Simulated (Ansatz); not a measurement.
## BaB2Rh2 (I4/mmm): electronic heat capacity and spin susceptibility from the density of states

Method: Ansatz 0.2.0, DFT r2SCAN, scalar-relativistic, plane waves, PAW.

Cutoff 500 eV; k points 12×12×12 on the computed 5-atom cell (Γ-centred); Gaussian smearing, width 0.10 eV; no spin polarisation.

Relaxed cell: I4/mmm, a = 3.908 Å, b = 3.908 Å, c = 11.444 Å, α = 90.00°, β = 90.00°, γ = 90.00°, 5 atoms in the primitive cell. Whether it is the stable form of this composition wasn't checked.

The density of states at the Fermi level is 0.896 states/eV in the cell of 5 atoms (1 formula unit; both spins, tetrahedra on a 18×18×18 mesh). Averaged over bins of 0.1 eV the density runs from 0.8 to 1.3 states/eV within 0.2 eV of the Fermi level, so the figure hangs on the exact place of that level.

Problem. What Sommerfeld coefficient and Pauli susceptibility does this give?

Solution. Per formula unit N(E_F) = 0.896 states/eV. γ = (π²/3) k_B² N(E_F) N_A = 2.357 mJ/(mol K²) per state/eV, so γ = 2.1 mJ/(mol K²), a mole of formula units. χ_P = μ_B² N(E_F) N_A = 3.23×10⁻⁵ emu/mol per state/eV gives 2.9×10⁻⁵ emu/mol. This is the bare band result: a measured γ of the same phase is as a rule larger by a factor 1 + λ from phonons and spin fluctuations, the spin part of χ is larger by the Stoner factor, and a measured χ also holds orbital and core terms. N(E_F) at one energy is sensitive to the mesh where the density of states has sharp peaks.

Spin-orbit coupling is left out, which matters for the bands of heavy elements.

Cost: 1 run of about 1.4 core-minutes, on AMD EPYC 9R45 (Zen 5) (shared hosts).